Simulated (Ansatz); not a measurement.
Consider the following.

GaAs:
```yaml
crystal:
  lattice:
    - [3.31210, 0.00000, 0.00000]
    - [0.00000, 3.31210, 0.00000]
    - [0.00000, 0.00000, 3.31210]
  atoms:
    - { symbol: Ga, position: [0.00000, 0.00000, 0.00000] }
    - { symbol: As, position: [0.50000, 0.50000, 0.50000] }
```

This is the PBEsol-relaxed structure.

**Question.** All from plane-wave PAW PBEsol (Ansatz code), unless another level is named. Estimate the highest zone-centre frequency.

**Answer.** 92 cm⁻¹.

**Question.** And the bulk modulus (Birch–Murnaghan fit)?

**Answer.** 73.5 GPa.

Space group Pm-3m (CsCl type). A made-up cell: these elements were put on the sites of a structure type; neither database checked (COD, Materials Project) lists it. It is not the phase usual at ambient conditions (space group No. 216). The cell was relaxed with PBEsol under the symmetry of its start. At this level the phase is mechanically unstable. As this level gives no gap, phonon frequencies hold no LO–TO term and depend on the k-mesh and smearing (Fermi–Dirac, 0.1 eV here). On the denser mesh and wider smearing of the elastic run this cell carries a stress of 0.3 GPa.

Potentials: the later of the program's two PAW sets.
